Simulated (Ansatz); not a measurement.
Computed with DFT PBE, scalar-relativistic, plane waves, PAW (Ansatz 0.2.0). Settings: cutoff 420 eV, Γ-centred meshes spaced at most about 0.3 Å⁻¹, and about 0.25 Å⁻¹ or finer for metals (2π included), Gaussian smearing. No spin polarisation in the final relaxations.

Temperature and zero-point effects are left out.

Compare these two cells of Cu4O, each relaxed at this level.

A.

Space group P6/mmm (No. 191). a = 4.976 Å, b = 4.976 Å, c = 3.563 Å, α = 90.00°, β = 90.00°, γ = 120.00°
```json
{"atom": "Cu", "site": "1a", "symmetry": "6/mmm", "x": "0.0000", "y": "0.0000", "z": "0.0000"}
{"atom": "Cu", "site": "3f", "symmetry": "mmm", "x": "0.5000", "y": "0.0000", "z": "0.0000"}
{"atom": "O", "site": "1b", "symmetry": "6/mmm", "x": "0.0000", "y": "0.0000", "z": "0.5000"}
```

B.

Space group Pm-3m (No. 221). a = 3.961 Å, b = 3.961 Å, c = 3.961 Å, α = 90.00°, β = 90.00°, γ = 90.00°
| atom | site | symmetry | x | y | z |
| --- | --- | --- | --- | --- | --- |
| Cu | 1a | m-3m | 0.0000 | 0.0000 | 0.0000 |
| Cu | 3c | 4/mm.m | 0.5000 | 0.5000 | 0.0000 |
| O | 1b | m-3m | 0.5000 | 0.5000 | 0.5000 |

**Question.** Which is lower in energy, and by how much?

**Answer.** B is lower, by 0.31 eV/atom. A has space group P6/mmm (No. 191), 15.3 Å³/atom and no gap on its mesh; B has space group Pm-3m (No. 221), 12.4 Å³/atom and no gap. Counting Cu atoms around O (those within 1.25 times the shortest such distance or 1.15 times the sum of covalent radii), A has O 2 and B has O 6. The denser one is the lower, and pressure would at first widen the difference. Even the lower one lies +0.10 eV/atom against the reference forms of the elements (uncorrected), a margin that errors in the energy of the gaseous reference can exceed. Both come from invented guesses.

No Hubbard U is applied to the 3d shell of Cu. Cells relaxed within their symmetry can be saddle points.
